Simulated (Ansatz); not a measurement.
A frame of Zr11Ni5 from dynamics at 2900 K, with the forces (eV/Å) computed on a k mesh in the last three columns. Theory: DFT PBE, scalar-relativistic, plane waves, PAW (Ansatz).

Plane waves to 420 eV, a k mesh through Γ of 4×3×3 on the computed 16-atom cell and Fermi–Dirac smearing (0.25 eV); no spin polarisation.

```xyz
16
Lattice="6.876 0.065 0.149 0.065 7.022 -0.167 0.149 -0.167 6.927" Properties=species:S:1:pos:R:3:forces:R:3 pbc="T T T"
Zr    1.910    0.730    6.682    0.550   -0.420   -1.090
Zr    4.140    6.642    1.540   -1.330   -1.800   -1.290
Zr    6.991    2.511    4.736   -0.060    0.220    0.800
Zr    6.099    0.951    0.917    0.040   -0.510   -0.920
Zr    2.107    1.694    2.641   -1.120   -0.110   -0.870
Zr    6.474    3.482    1.609    2.280    2.500    0.130
Zr    6.268    6.740    3.707    1.810   -0.020   -0.790
Zr    2.437    3.922    6.701    0.110    0.720   -0.210
Zr    4.254    3.484    3.529    0.990    0.040    1.930
Zr    6.548    5.014    5.920   -1.390    0.710    1.410
Zr    3.535    6.670    4.169    0.530    0.960    2.290
Ni    4.244    2.171    5.850    0.370   -1.160   -1.860
Ni    1.829    5.072    4.465   -2.330    0.340    4.000
Ni    1.282    6.136    1.526   -0.800    1.070   -0.980
Ni    2.333    4.581    2.634    0.850   -2.320   -4.190
Ni    4.143    2.926    1.011   -0.500   -0.210    1.630
```

Static pressure 2.1 GPa (no kinetic part), no gap on the mesh.

Counting as bonded all pairs within 1.3 times the summed covalent radii:

```
atom → neighbour mean count mean length (Å) spread (Å)
         Ni → Ni        2.00             2.48        0.48
         Ni → Zr        8.80             3.08        0.43
         Zr → Ni        4.00             3.08        0.43
         Zr → Zr       12.54             3.63        0.58
```

Angles between all pairs of such bonds at an atom (mean ± spread): 97 ± 34° at Ni, 94 ± 36° at Zr.

Spin polarisation was left out, and a magnetic state may lie lower.

Cost: 1 run of about 2.3 core-minutes, on Arm Neoverse V2 (shared hosts).